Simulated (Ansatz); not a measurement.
The start is a generated cell, Ni placed in the beta-Sn structure type. The structure is fully relaxed (lattice and positions, P = 0) with r2SCAN (plane waves to 500 eV, PAW, scalar-relativistic; Ansatz, a program for electronic structure). The first steps use a coarse 15×15×15 k-mesh.

Starting cell:
```
CELL_PARAMETERS angstrom
     -2.18918     2.18918     1.19444
      2.18918    -2.18918     1.19444
      2.18918     2.18918    -1.19444
ATOMIC_POSITIONS crystal
  Ni 0.75000 0.25000 0.50000
  Ni 0.00000 0.00000 0.00000
```
Spin-polarised start, with parallel moments on Ni.

Task: How much energy is released per atom?

Result: Under 0.01 eV/atom.

Task: How does the volume per atom move from start to end?

Result: +1.1 %, from 11.45 to 11.57 Å³/atom.

Task: Is the relaxed structure metallic? Give its gap.

Result: No gap (metallic).

Task: What magnetic moments remain?

Result: Net 0.74 μB/atom, ferromagnetic.

Task: Give the final cell and atomic positions.

Result: 
Space group I4₁/amd, origin choice 1 (No. 141); a = b = 4.3979 Å, c = 2.3927 Å, α = β = γ = 90.00°

```
atom  site  symmetry       x       y       z
----  ----  --------  ------  ------  ------
Ni      4a      -4m2  0.0000  0.0000  0.0000
```
(The calculation used a cell of 2 atoms; values per cell refer to that cell.)

The space group stays I4₁/amd (No. 141) (the run could not lower it); the end is AFLOW prototype A_tI4_141_a (A5, as in Sn), with 2 atoms in the primitive magnetic cell. Final values are on a 22×22×22 k-mesh of the relaxed cell. Spin state reached: ferromagnetic (net 0.74 μB/atom), from parallel starting moments; other spin orders were not run from this start. r2SCAN tends to overstate moments in metals.

The run could not lose the symmetry of its start, so the end can be a saddle point.

All atoms sit on sites fixed by symmetry, so only the cell could relax.

The relaxed structure here is a generated cell of Ni: the first start was made by placing the elements on the sites of a structure type, and the end was not matched to a known phase here, so it may be hypothetical. Known forms of Ni include space group No. 225.
